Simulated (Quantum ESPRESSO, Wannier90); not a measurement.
**Wannier functions of InBi (P4/nmm)**

```xyz
4
Lattice="4.9108 0.0000 0.0000 0.0000 4.9108 0.0000 0.0000 0.0000 5.2223" Properties=species:S:1:pos:R:3 pbc="T T T"
In     2.4554     2.4554     0.0000
In     0.0000     0.0000     0.0000
Bi     2.4554     0.0000     1.8801
Bi     0.0000     2.4554    -1.8801
```

Materials Project entry mp-23313; symmetrised, unrelaxed at this level. COD (Crystallography Open Database) has an entry of this formula and space group (matched by these alone). Method: LDA plane waves in Quantum ESPRESSO 7.5 (PseudoDojo norm-conserving files, 56 Ry, no spin polarisation, no spin-orbit coupling), Bloch states on a 6×6×6 mesh through Γ, Wannier90 4.0.1. Density: 8×8×8 mesh, cold smearing 0.01 Ry. Spin-orbit coupling is left out although heavy elements are present.

Valence charges of the files: In 13, Bi 15. 46 bands were computed.

Isolated groups of bands, relative to the Fermi level (bands from 23 on overlap up to the last one computed):

| bands | from (eV) | to (eV) | filling | weight on atomic waves |
|---|---|---|---|---|
| 1–10 | -22.46 | -22.39 | filled | Bi 5d 100 % |
| 11–20 | -14.55 | -14.19 | filled | In 4d 99 % |
| 21–22 | -11.96 | -9.79 | filled | Bi 6s 74 %, In 5p 17 %, In 5s 5 % |

Wanted is a model with the orbitals In s p, Bi s p, without the filled groups that are mainly made of other shells (semicore states, and anion s where it isn't named); all higher bands stay in for disentanglement.

### Question
Give num_wann, exclude_bands and num_bands, and the number of electrons that the model holds.

### Answer
Electrons: 2×13 + 2×15 = 56, or 28.0 bands' worth; no gap over 0.05 eV opens at the Fermi level at this level of theory.
num_wann = 2×4 + 2×4 = 16.
exclude_bands = 1-20, 20 bands, so num_bands = 46 − 20 = 26.
The model holds 56 − 2×20 = 16 electrons. With the window frozen to 1.50 eV it follows pw.x to 4.0 meV rms (states up to 1.0 eV relative to the Fermi level).
